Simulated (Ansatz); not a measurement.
Ga (body-centred tetragonal, I4/mmm), a = b = 2.773 Å, c = 4.449 Å, α = β = γ = 90.00°; the cell used has 1 atom.

Relaxed with LDA.

Q: Which orbitals make up the states near the Fermi level in plane-wave PAW LDA (Ansatz code)?

A: Within 0.5 eV of the Fermi level: Ga 4p 67 %, Ga 4s 31 %. Projections are on Löwdin-orthogonalised atomic valence shells; empty p or d shells of many metals are not among them.

Q: Tabulate the density of states.

A: States/eV per cell of 1 atom, in 0.25 eV bins, energy from the Fermi level.

```csv
E (eV),total,Ga 4p,Ga 4s,Ga 3d
-7.85,0.22,0.12,0.09,0.00
-7.60,0.23,0.13,0.10,0.00
-7.35,0.23,0.13,0.10,0.00
-7.10,0.24,0.13,0.10,0.00
-6.85,0.25,0.14,0.11,0.00
-6.60,0.25,0.14,0.11,0.00
-6.35,0.26,0.14,0.12,0.00
-6.10,0.27,0.14,0.12,0.00
-5.85,0.28,0.14,0.13,0.00
-5.60,0.28,0.14,0.14,0.00
-5.35,0.30,0.14,0.15,0.00
-5.10,0.32,0.14,0.17,0.00
-4.85,0.31,0.14,0.17,0.00
-4.60,0.30,0.13,0.16,0.00
-4.35,0.28,0.13,0.15,0.00
-4.10,0.30,0.14,0.15,0.00
-3.85,0.31,0.15,0.15,0.00
-3.60,0.31,0.16,0.15,0.00
-3.35,0.32,0.17,0.14,0.00
-3.10,0.32,0.18,0.14,0.00
-2.85,0.32,0.19,0.12,0.00
-2.60,0.32,0.20,0.11,0.00
-2.35,0.33,0.22,0.11,0.00
-2.10,0.34,0.23,0.10,0.00
-1.85,0.35,0.24,0.10,0.00
-1.60,0.34,0.24,0.09,0.00
-1.35,0.33,0.23,0.09,0.00
-1.10,0.39,0.27,0.11,0.00
-0.85,0.42,0.27,0.14,0.00
-0.60,0.40,0.27,0.13,0.00
-0.35,0.37,0.25,0.12,0.00
-0.10,0.35,0.23,0.11,0.00
0.15,0.34,0.23,0.11,0.00
0.40,0.36,0.25,0.11,0.00
0.65,0.40,0.28,0.12,0.00
0.90,0.40,0.28,0.11,0.00
1.15,0.40,0.28,0.11,0.00
1.40,0.40,0.28,0.11,0.00
1.65,0.41,0.29,0.10,0.00
1.90,0.41,0.30,0.10,0.00
2.15,0.42,0.30,0.10,0.00
2.40,0.42,0.31,0.10,0.00
2.65,0.43,0.32,0.09,0.00
2.90,0.44,0.33,0.09,0.00
3.15,0.45,0.34,0.09,0.00
3.40,0.45,0.35,0.08,0.00
3.65,0.47,0.36,0.08,0.00
3.90,0.48,0.37,0.08,0.00
4.15,0.48,0.38,0.08,0.00
4.40,0.49,0.39,0.07,0.00
4.65,0.51,0.41,0.07,0.00
```

The first step of the workflow began from a Materials Project structure, measured or hypothetical; the Crystallography Open Database copy checked does not list it. It is not the phase usual at ambient conditions (space group No. 64). The LDA relaxation kept the symmetry of its start; its stability against distortions is not shown here. Axis ratios of metals converge slowly with the k-mesh, so a and c are less sure than the volume. Scalar-relativistic: spin–orbit coupling is off unless named, which matters more the heavier the elements.

Potentials: the earlier of the program's two PAW sets. The files were generated under PBE; for other functionals the program regenerates the frozen cores, and for LDA and PBEsol the local potential too.
